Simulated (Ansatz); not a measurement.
# B$_{4}$CCl$_{6}$O: reading a single point

```
CELL_PARAMETERS angstrom
5.62179 3.24574 2.54989
-5.62179 3.24574 2.54989
0.00000 -6.49148 2.54989
ATOMIC_POSITIONS crystal
B 0.30110 0.30100 0.30110
B 0.31830 0.31830 0.06710
B 0.06710 0.31830 0.31830
B 0.31830 0.06710 0.31830
C 0.50470 0.50460 0.50470
O 0.64840 0.64830 0.64840
Cl 0.11824 0.11824 0.79823
Cl 0.79823 0.11824 0.11824
Cl 0.11824 0.79823 0.11824
Cl 0.53730 0.53730 0.08060
Cl 0.08060 0.53730 0.53730
Cl 0.53730 0.08060 0.53730
```

The numbers come from plane-wave PAW DFT (Ansatz): PBE, no spin polarisation, 420 eV, 4×4×4 Γ-centred k points, fermi-dirac occupations (width 0.1 eV). Nothing was relaxed.

**Band edges.** Within 0.7 eV of the edges, the states project mainly on Cl p (80 %) and B p (16 %) below the gap and on B p (35 %), C p (28 %) and O p (13 %) above it.
**Electronic structure.** The gap is 4.09 eV, indirect (the least direct gap found is 4.15 eV).
**Forces.** The largest is on C5: 5.65 eV/Å, components (0.00, 0.00, -5.65). It makes 180° with the line to a nearest neighbour, O6 at 1.10 Å, pointing away from it.
**Formation energy.** -0.70 eV an atom against the elements' usual phases (free molecules for gases, crystals otherwise, with no correction for O₂ or N₂), so it is bound against them; other compounds may still compete. Relaxing would lower it.

Origin: a database entry at a rescaled volume. Caveats: forces this large suggest misplaced atoms in the database entry; atoms or cell far from equilibrium.
